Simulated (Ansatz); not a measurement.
Relaxed (111) slab cut from HfO2 (space group Fm-3m (No. 225)); the slab's formula is HfO2, its outer planes O (top) and O (bottom):

```
CELL_PARAMETERS angstrom
3.57677 0.00000 0.00000
-1.78839 3.09758 0.00000
0.00000 0.00000 25.22148
ATOMIC_POSITIONS crystal
O 0.00000 0.00000 0.29683
Hf 0.66667 0.33333 0.32794
O 0.33333 0.66667 0.35693
O 0.66667 0.33333 0.41244
Hf 0.33333 0.66667 0.44170
O 0.00000 0.00000 0.47054
O 0.33333 0.66667 0.52946
Hf 0.00000 0.00000 0.55830
O 0.66667 0.33333 0.58756
O 0.00000 0.00000 0.64307
Hf 0.66667 0.33333 0.67206
O 0.33333 0.66667 0.70317
```

Method: Ansatz, DFT r2SCAN, scalar-relativistic, plane waves, PAW. Plane waves to 500 eV, a k mesh through Γ of 9×9×1 on the computed 12-atom cell and Gaussian smearing (0.05 eV); no spin polarisation. A dipole correction removes the field between periodic images along c.

The potential is the smooth part; its values at the atoms depend on the PAW datasets.

(1) How does the plane-averaged electrostatic potential energy of an electron run along c, counted from the top of the valence band?

Spin-orbit coupling is left out, which matters for the bands of heavy elements.

Results:

(1)
```tsv
z (Å)	V (eV)
2.63	7.16
2.89	7.16
3.15	7.16
3.42	7.16
3.68	7.16
3.94	7.16
4.20	7.16
4.47	7.16
4.73	7.16
4.99	7.15
5.25	7.15
5.52	7.13
5.78	7.08
6.04	6.97
6.31	6.71
6.57	6.09
6.83	4.46
7.09	0.32
7.36	-4.29
7.62	-8.20
7.88	-9.67
8.14	-8.82
8.41	-9.31
8.67	-10.31
8.93	-8.59
9.20	-4.31
9.46	0.08
9.72	2.46
9.98	-0.55
10.25	-5.08
10.51	-9.19
10.77	-10.62
11.03	-9.55
11.30	-9.94
11.56	-10.70
11.82	-8.61
12.09	-4.12
12.35	0.37
12.61	2.90
12.87	0.37
13.14	-4.12
13.40	-8.61
13.66	-10.70
13.92	-9.94
14.19	-9.55
14.45	-10.62
14.71	-9.19
14.98	-5.08
15.24	-0.55
15.50	2.46
15.76	0.08
16.03	-4.31
16.29	-8.59
16.55	-10.31
16.81	-9.31
17.08	-8.82
17.34	-9.67
17.60	-8.20
17.87	-4.29
18.13	0.32
18.39	4.46
18.65	6.09
18.92	6.71
19.18	6.97
19.44	7.08
19.70	7.13
19.97	7.15
20.23	7.15
20.49	7.16
20.76	7.16
21.02	7.16
21.28	7.16
21.54	7.16
21.81	7.16
22.07	7.16
22.33	7.16
22.59	7.16
```

The vacuum level lies 7.16 eV above the top of the valence band.

The reference crystal is the fluorite-type form of HfO2, which isn't its usual structure.

Cost: 1 run of about 7.9 core-minutes, on AMD EPYC 7R43 (Zen 3) (shared hosts).